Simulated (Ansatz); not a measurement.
The elements of this relaxed trial crystal are hidden behind letters.

```
lattice vectors (Å)
   4.1459    0.0000    0.0000
   0.0000    4.1459    0.0000
   0.0000    0.0000    4.1459
fractional positions
X 0.0000 0.5000 0.5000
X 0.5000 0.0000 0.5000
X 0.5000 0.5000 0.0000
Z 0.0000 0.0000 0.0000
```

These are results of Ansatz 0.2.0, DFT PBE, scalar-relativistic, plane waves, PAW, not measurements. Settings of the last relaxation (4-atom cell): 420 eV, 12×12×12 k points, Gaussian smearing of 0.10 eV, no spin polarisation.

| Item | Value |
| --- | --- |
| Space group | Pm-3m (No. 221) |
| Conventional cell | a = 4.146 Å |
| Volume per atom | 17.82 Å³ |
| Density | 7.56 g/cm³ |
| Energy over the elements | +0.07 eV/atom |
| Gap on the 12×12×12 mesh of the 4-atom cell | 0 eV (a metal) |

Energies are uncorrected and count from the elements' standard states at the same level.

Question: X is a p-block element of period 4 and Z is a d-block element of period 5. Which elements are they?

Answer: X = Ge, Z = Pd, so the formula is Ge3Pd, here in the Cu3Au (L1_2) type. Density times volume gives a mean mass of 7.56 × 17.82/1.6605 = 81.1 u per atom, and this set has 81.1 u. Among the elements that the hints allow, noble gases aside, only these give it. Ge is surrounded by 4 Pd at 2.93 Å and 8 Ge at 2.93 Å; Pd has 12 Ge at 2.93 Å.

Symmetry constrained the relaxation, so the result can be a saddle point. Another cell of Ge3Pd relaxed alike, in P-62m, lies 41 meV/atom lower, so this cell isn't the stable form at this level.
